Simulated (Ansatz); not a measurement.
ZrS2 (CdI2 type), sliding energy surface of a bilayer

A bilayer cut from bulk ZrS2 (CdI2 type), in the bulk's stacking and in-plane cell, with 15 Å of vacuum. The upper layer (atoms 4 to 6) slides over the lower.

```yaml
crystal:
  lattice:
    - [3.63482, 0.00000, 0.00000]
    - [1.81741, 3.14785, 0.00000]
    - [0.00000, 0.00000, 23.64054]
  atoms:
    - { symbol: S, position: [0.66667, 0.66667, 0.31655] }
    - { symbol: Zr, position: [0.00000, 0.00000, 0.37857] }
    - { symbol: S, position: [0.33333, 0.33333, 0.44043] }
    - { symbol: S, position: [0.66667, 0.66667, 0.55957] }
    - { symbol: Zr, position: [0.00000, 0.00000, 0.62143] }
    - { symbol: S, position: [0.33333, 0.33333, 0.68345] }
```

In-plane vectors a = (3.635, 0.000) Å, b = (1.817, 3.148) Å, area 11.44 Å². The shift is x·a + y·b, and the map repeats with period 1 in x and y. Atoms relax along the normal only. γ = [E(shift) − E(0)] / area.

Method: PBE-D3(BJ) (plane waves to 420 eV, PAW, scalar-relativistic; Ansatz, a first-principles code). k mesh 10×10×1 (Γ-centred), Fermi-Dirac smearing 0.05 eV. E is the zero-smearing estimate. Forces were relaxed to 0.02 eV/Å only, which leaves the soft interlayer gap uncertain by some hundredths of an Å. ZrS2 is run without spin polarisation. ZrS2 was relaxed with its symmetry unable to fall. γ is measured from zero shift.

γ (mJ/m²), with x across and y down:

```csv
y \ x,0.000,0.167,0.333,0.500,0.667,0.833
0.000,0,30,72,87,72,30
0.167,30,44,56,56,44,30
0.333,72,56,46,56,72,79
0.500,87,56,56,87,108,108
0.667,72,44,72,108,120,108
0.833,30,30,79,108,108,79
```

gap between the layers (Å), with x across and y down:

```tsv
y \ x	0.000	0.167	0.333	0.500	0.667	0.833
0.000	2.82	2.93	3.09	3.17	3.09	2.93
0.167	2.93	2.97	3.05	3.05	2.97	2.93
0.333	3.09	3.05	2.97	3.05	3.09	3.13
0.500	3.17	3.05	3.05	3.17	3.29	3.29
0.667	3.09	2.97	3.09	3.29	3.37	3.29
0.833	2.93	2.93	3.13	3.29	3.29	3.13
```

Read from the data:

The highest γ on the easiest grid path from zero shift to a (an upper estimate of the barrier on so coarse a grid) comes out as 56 mJ/m². Local minima besides zero shift: (x, y) = (2/6, 2/6) at 46 mJ/m². Stacking at the highest point: S above S, S above Zr, Zr above S. Lowest place on the grid: x = 0.000, y = 0.000 (0 mJ/m²). Highest place on the grid: x = 0.667, y = 0.667 (120 mJ/m²).

The 36 points together took about 30 core-minutes (a rough figure).

(The slope of γ gives the shear force per area between the displaced halves; near zero shift its curvature is an elastic stiffness.)
